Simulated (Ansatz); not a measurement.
Ru (hcp (Mg type)), relaxed and computed with several functionals in Ansatz (plane waves, PAW).

```json
[
 {"functional": "r²SCAN+D4", "a (Å)": "2.700", "c (Å)": "4.259", "V (Å³/atom)": "13.44"},
 {"functional": "PBEsol", "a (Å)": "2.690", "c (Å)": "4.251", "V (Å³/atom)": "13.32"},
 {"functional": "r²SCAN", "a (Å)": "2.705", "c (Å)": "4.266", "V (Å³/atom)": "13.51"},
 {"functional": "LDA", "a (Å)": "2.675", "c (Å)": "4.226", "V (Å³/atom)": "13.09"},
 {"functional": "PBE+D3(BJ)", "a (Å)": "2.698", "c (Å)": "4.265", "V (Å³/atom)": "13.45"},
 {"functional": "PBE", "a (Å)": "2.721", "c (Å)": "4.295", "V (Å³/atom)": "13.77"}
]
```

All cells were relaxed under the symmetry of their starts (and spin orders); stability against distortions was not tested throughout. Named crystals with no word on spin ran without spin polarisation. Spin–orbit coupling is left out wherever it is not named.

Potentials: the earlier of the program's two PAW sets. The files were generated under PBE; for other functionals the program regenerates the frozen cores, and for LDA and PBEsol the local potential too.

Ansatz (a first-principles code) is a plane-wave DFT program.
